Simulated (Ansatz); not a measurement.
# CdSe with arsenic replacing Se: which input changes reach the field gradients?

Cell: a supercell of CdSe (wurtzite type, P6_3mc) built from a COD entry (the entry's cell lengths or inner coordinates differ somewhat from later room-temperature determinations), with all atoms left at the host's positions.

```cif
data_Cd16AsSe15
_symmetry_space_group_name_H-M 'P3m1'
_symmetry_Int_Tables_number 156
_cell_length_a 8.6000
_cell_length_b 8.6000
_cell_length_c 14.0400
_cell_angle_alpha 90.000
_cell_angle_beta 90.000
_cell_angle_gamma 120.000
loop_
_atom_site_label
_atom_site_type_symbol
_atom_site_symmetry_multiplicity
_atom_site_Wyckoff_symbol
_atom_site_fract_x
_atom_site_fract_y
_atom_site_fract_z
Cd1 Cd 1 a 0.0000 0.0000 0.0000
Cd2 Cd 1 a 0.0000 0.0000 0.5000
Cd3 Cd 3 d 0.0000 0.5000 0.0000
Cd4 Cd 3 d 0.0000 0.5000 0.5000
Cd9 Cd 3 d 0.1667 0.8333 0.2500
Cd10 Cd 3 d 0.1667 0.8333 0.7500
Cd15 Cd 1 c 0.6667 0.3333 0.2500
Cd16 Cd 1 c 0.6667 0.3333 0.7500
As As 1 a 0.0000 0.0000 0.1925
Se18 Se 1 a 0.0000 0.0000 0.6925
Se19 Se 3 d 0.0000 0.5000 0.1925
Se20 Se 3 d 0.0000 0.5000 0.6925
Se25 Se 3 d 0.1667 0.8333 0.4425
Se26 Se 3 d 0.1667 0.8333 0.9425
Se31 Se 1 c 0.6667 0.3333 0.4425
Se32 Se 1 c 0.6667 0.3333 0.9425
```

One atom of each set is listed.

Reference run. Level of theory: DFT, PBE, plane waves and PAW, scalar-relativistic, 420 eV cutoff, Γ-centred 3×3×2 k-points, Fermi–Dirac smearing 0.01 eV, cell charge -1 (Ansatz 0.2.0).

It gives V_zz (10²¹ V/m²) As 0.16 (η 0.00), Cd9 -5.95 (η 0.97), Se25 -4.43 (η 0.10), among others. Each of these runs changes the input as listed (caps on SCF iterations aside):

A. scf.eigensolver.kind: not typed → davidson; scf.n_extra_bands: not typed → 16; hamiltonian.pseudopotentials: {kind: paw} → {kind: paw, source: jth}
B. hamiltonian.xc: pbe → revpbe; scf.mixing.algorithm: not typed → msr1; scf.mixing.beta: not typed → 0.5

Task: How does each run end, and how far do the gradients move?

Result: 

| run | As V_zz (η) | Cd9 V_zz (η) | Se25 V_zz (η) | largest change of a gradient tensor, all atoms | note |
| --- | --- | --- | --- | --- | --- |
| A | – | – | – | – | refused: no pseudopotential record for Cd at <dir> Nothing was run. |
| B | 0.94 (0.00) | -6.32 (0.95) | -4.52 (0.11) | 0.78 | converged; another functional |

Run B moves a gradient tensor by up to 0.78, on As (V_zz from 0.16 to 0.94); against its own size the tensor moves most on Se19 among sites above 0.3 (by 0.47, V_zz from -3.44 to -3.91).

In run B the shift comes from hamiltonian.xc: the other keys steer the path to self-consistency or leave the density as it is.

On the reference run: The run isn't spin-polarised, and a state with spin may lie lower. The defect repeats with the cell of 32 atoms, so it feels its images: sites between two images don't show the values beside a lone defect, and zeros or small values of η there can come from the images' arrangement. Cd and Se carry a gradient in the pure host already, so the values there aren't the defect's effect alone. A uniform background compensates the cell's charge. The defect cell has no gap above 0.1 eV on its mesh, so the values can hang on the smearing and the k-mesh. Without spin–orbit coupling (the program notes it for Cd) the gradients can shift somewhat, as the gap is small. The neighbours have not yet relaxed around the defect (largest force 1.1 eV/Å), so a real crystal will differ.
